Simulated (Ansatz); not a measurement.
Input file for Ansatz (a program for electronic structure):

Ansatz 0.2 input:
```yaml
crystal:
  lattice:
    - [2.4923803804, 1.4389764835, 4.4802872504]
    - [-2.4923803804, 1.4389764835, 4.4802872504]
    - [0.0, -2.877952967, 4.4802872504]
  atoms:
    - { symbol: Ga, position: [0.3553999282, 0.3553999282, 0.3553999282] }
    - { symbol: Ga, position: [0.1446000718, 0.1446000718, 0.1446000718] }
    - { symbol: Ga, position: [0.6446000718, 0.6446000718, 0.6446000718] }
    - { symbol: Ga, position: [0.8553999282, 0.8553999282, 0.8553999282] }
    - { symbol: O, position: [0.5536131397, 0.9463868603, 0.25] }
    - { symbol: O, position: [0.25, 0.5536131397, 0.9463868603] }
    - { symbol: O, position: [0.9463868603, 0.25, 0.5536131397] }
    - { symbol: O, position: [0.4463868603, 0.0536131397, 0.75] }
    - { symbol: O, position: [0.75, 0.4463868603, 0.0536131397] }
    - { symbol: O, position: [0.0536131397, 0.75, 0.4463868603] }
kpoints:
  mp_grid: { grid: [6, 6, 6] }
hamiltonian:
  xc: r2scan
  pseudopotentials: { kind: paw }
scf:
  occupations: { method: fixed }
output:
  optics: { e_range: [0.0, 15.0], de: 0.05, sigma: 0.1, bands: { spectra_wanted_up_to: 12 eV } }
```

Output (shortened):

```
output.optics: the spectra are integrated over the Brillouin zone by k·p interpolation around the k-points, where levels, occupations, output.optics.sigma and …
Pseudopotential: Ga, paw, valence charge 13
Pseudopotential: O, paw, valence charge 6
Functional definition: r2SCAN
Crystal: 10 atoms, lattice volume = 96.411 Å³
Basis set: ecut = 500 eV, 2429 PW (Γ), exchange–correlation on 160×160×160 points (64 copies of the dense FFT grid, shifted against one another)
Bands: 54, of which v1, the nominal top of the filled ones, is band 44 counted from 1 (43 counted from 0)
Symmetry: 12 space group operations
Space group: R-3c (ITA 167), of the structure as read, at distance tolerance 4.6e-5 Å
k-points: 32 of 216
SCF iter   1: F=—  HF=-18577.463431 eV  |F-HF|=—  |Δ(HF+E_count)|=         —  Δρ=1.46e-2  dr2=9.11e-2  dr2_τ=3.90e-1  ethr=1.77e-3  ⟨swp⟩=5.0  Hψ=5529  notcnv=0  defer=251
preconditioner: auto → Resta (q_TF=auto, 2.687 Å⁻¹)
SCF iter   2: F=—  HF=-18577.665376 eV  |F-HF|=—  |Δ(HF+E_count)|=   2.02e-1  Δρ=7.49e-3  dr2=3.03e-2  dr2_τ=1.03e-3  ethr=1.04e-4  ⟨swp⟩=2.0  Hψ=3493  notcnv=0  defer=253
SCF iter   3: F=—  HF=-18577.665005 eV  |F-HF|=—  |Δ(HF+E_count)|=   3.70e-4  Δρ=3.80e-3  dr2=4.52e-3  dr2_τ=6.62e-4  ethr=3.45e-5  ⟨swp⟩=3.0  Hψ=3031  notcnv=0  defer=256
SCF iter   4: F=—  HF=-18577.664411 eV  |F-HF|=—  |Δ(HF+E_count)|=   5.94e-4  Δρ=6.01e-4  dr2=1.79e-4  dr2_τ=5.84e-5  ethr=5.13e-6  ⟨swp⟩=2.0  Hψ=2871  notcnv=0  defer=256
SCF iter   5: F=—  HF=-18577.664477 eV  |F-HF|=—  |Δ(HF+E_count)|=   6.61e-5  Δρ=1.43e-4  dr2=9.52e-6  dr2_τ=1.44e-6  ethr=2.03e-7  ⟨swp⟩=2.0  Hψ=2999  notcnv=0  defer=168
SCF iter   6: F=—  HF=-18577.664483 eV  |F-HF|=—  |Δ(HF+E_count)|=   5.70e-6  Δρ=1.55e-5  dr2=2.12e-7  dr2_τ=1.30e-8  ethr=1.08e-8  ⟨swp⟩=2.0  Hψ=2999  notcnv=0  defer=140
SCF iter   7: F=—  HF=-18577.664484 eV  |F-HF|=—  |Δ(HF+E_count)|=   5.36e-7  Δρ=4.96e-6  dr2=2.33e-8  dr2_τ=7.04e-10  ethr=2.41e-10  ⟨swp⟩=2.2  Hψ=2755  notcnv=0  defer=137
SCF iter   8: F=—  HF=-18577.664484 eV  |F-HF|=—  |Δ(HF+E_count)|=   7.75e-9  Δρ=8.66e-7  dr2=7.91e-10  dr2_τ=3.17e-11  ethr=2.65e-11  ⟨swp⟩=2.0  Hψ=2805  notcnv=0  defer=137
SCF iter  10: F=-18577.664484 eV  HF=-18577.664484 eV  |F-HF|=3.64e-12  |Δ(HF+E_count)|=  2.18e-11  Δρ=4.79e-8  dr2=1.39e-12  dr2_τ=1.72e-13  ethr=1.00e-12  ⟨swp⟩=10.2  Hψ=6275  notcnv=0
SCF 1 converged in 10 iterations: F = -18577.664484 eV  dr2 = 1.39e-12
NSCF: frozen V_eff on 32 k-points
Optics k sum: 0 of 32 k-points
Optics k sum: 2 of 32 k-points
Optics k sum: 4 of 32 k-points
Optics k sum: 5 of 32 k-points
Optics k sum: 7 of 32 k-points
Optics k sum: 8 of 32 k-points
Optics k sum: 10 of 32 k-points
Optics k sum: 12 of 32 k-points
Optics k sum: 13 of 32 k-points
Optics k sum: 15 of 32 k-points
Optics k sum: 16 of 32 k-points
Optics k sum: 18 of 32 k-points
Optics k sum: 20 of 32 k-points
Optics k sum: 21 of 32 k-points
Optics k sum: 23 of 32 k-points
Optics k sum: 24 of 32 k-points
Optics k sum: 26 of 32 k-points
Optics k sum: 28 of 32 k-points
Optics k sum: 29 of 32 k-points
Optics k sum: 31 of 32 k-points
Optics k sum: 32 of 32 k-points
Optics k sum: 0 of 32 k-points
Optics k sum: 2 of 32 k-points
Optics k sum: 4 of 32 k-points
Optics k sum: 5 of 32 k-points
Optics k sum: 7 of 32 k-points
Optics k sum: 8 of 32 k-points
Optics k sum: 10 of 32 k-points
Optics k sum: 12 of 32 k-points
Optics k sum: 13 of 32 k-points
Optics k sum: 15 of 32 k-points
Optics k sum: 16 of 32 k-points
Optics k sum: 18 of 32 k-points
Optics k sum: 20 of 32 k-points
Optics k sum: 21 of 32 k-points
Optics k sum: 23 of 32 k-points
Optics k sum: 24 of 32 k-points
Optics k sum: 26 of 32 k-points
Optics k sum: 28 of 32 k-points
Optics k sum: 29 of 32 k-points
Optics k sum: 31 of 32 k-points
Optics k sum: 32 of 32 k-points
NSCF: frozen V_eff on 1 k-points
NSCF: frozen V_eff on 1 k-points
NSCF: frozen V_eff on 1 k-points
output.optics: what the bands over the 73 summed would add to eps1, eps2 and the energy-loss function is held between a lower and an upper bound (8 Lanczos …
SCF converged after 10 iterations
Free energy (F): -18577.664484 eV
Harris-Foulkes:  -18577.664484 eV  (|F-HF|=3.64e-12)
Internal energy: -18577.664484 eV  (E = F + TS)
E sigma→0 (E₀):  -18577.664484 eV
Fermi energy:    8.802237 eV
--- Per-component energies (eV) ---
  E_band       = -47.866126
  E_kinetic    = 1528.375924
  E_local      = -8528.092868  (includes V_loc(G=0)·N_el)
  E_nonlocal   = 2032.928040
  E_hartree    = 3866.513372
  E_xc         = -684.721249
  E_vxc        = -863.674714  (∫ρ·V_xc dr)
  E_paw        = -9022.266921  (= ΣΔE_a)
  E_vpaw       = -2001.575344  (= ΣTr[D̂ρ^β])
  E_aug_tail   = 0.005837  (compensation charges beyond the density's cutoff)
  E_vtau       = 51.140203  (kinetic-family band-sum trace: ∫τ·v_τ [+ j·A + Jᵃ·Aᵃ] dr)
  E_ewald      = -7767.602692
  E_core_change = -2.803925  (= ΣΔE_core)
  E_smearing   =  0.000000  (= −TS)
  E_closure    = 0.000000  (closes the sum)
  Σ components = -18577.664484   (vs F -18577.664484, Δ=0.00e0)
  [band-id]    e_kinetic+e_local+e_nonlocal+2·e_hartree+e_vxc+e_vpaw+e_augmentation_tail+e_vtau = -47.866179   (vs E_band -47.866126, Δ=-5.32e-5)
--- Band table (eV; the first three rows and the last of 32) ---
  k-point 0: bands = ["-11.1161", "-9.1492", "-9.1492", "-9.1429", "-9.1128", "-9.1128", "-4.2260", "-4.2260", "-4.1406", "-4.1406", "-4.0359", "-4.0091", "-3.9609", "-3.9609", "-3.9287", "-3.9287", "-3.8736", "-3.8736", "-3.8165", "-3.7977", "-3.7948", …
  k-point 1: bands = ["-10.9925", "-9.2926", "-9.1637", "-9.1622", "-9.1175", "-9.1041", "-4.2093", "-4.2069", "-4.1308", "-4.1255", "-4.0383", "-4.0135", "-3.9559", "-3.9549", "-3.9397", "-3.9371", "-3.8849", "-3.8791", "-3.8130", "-3.8008", "-3.7932", …
  k-point 2: bands = ["-10.6474", "-9.6597", "-9.1983", "-9.1940", "-9.1217", "-9.1137", "-4.1723", "-4.1575", "-4.1064", "-4.0972", "-4.0450", "-4.0226", "-3.9801", "-3.9744", "-3.9379", "-3.9356", "-3.8982", "-3.8845", "-3.8371", "-3.8037", "-3.7909", …
  k-point 31: bands = ["-10.2458", "-10.2458", "-9.1336", "-9.1336", "-9.1336", "-9.1336", "-4.1400", "-4.1400", "-4.1400", "-4.1400", "-4.0981", "-4.0981", "-3.9747", "-3.9747", "-3.9747", "-3.9747", "-3.8115", "-3.8115", "-3.8115", "-3.8115", "-3.7408", …
```

Cost: about 4 core-minutes (a rough figure) on shared cores.

The cell was relaxed with r²SCAN under the symmetry of its start. Scalar-relativistic: spin–orbit coupling is off unless named, which matters more the heavier the elements.

Potentials: the later of the program's two PAW sets.

Ansatz is a plane-wave DFT program.
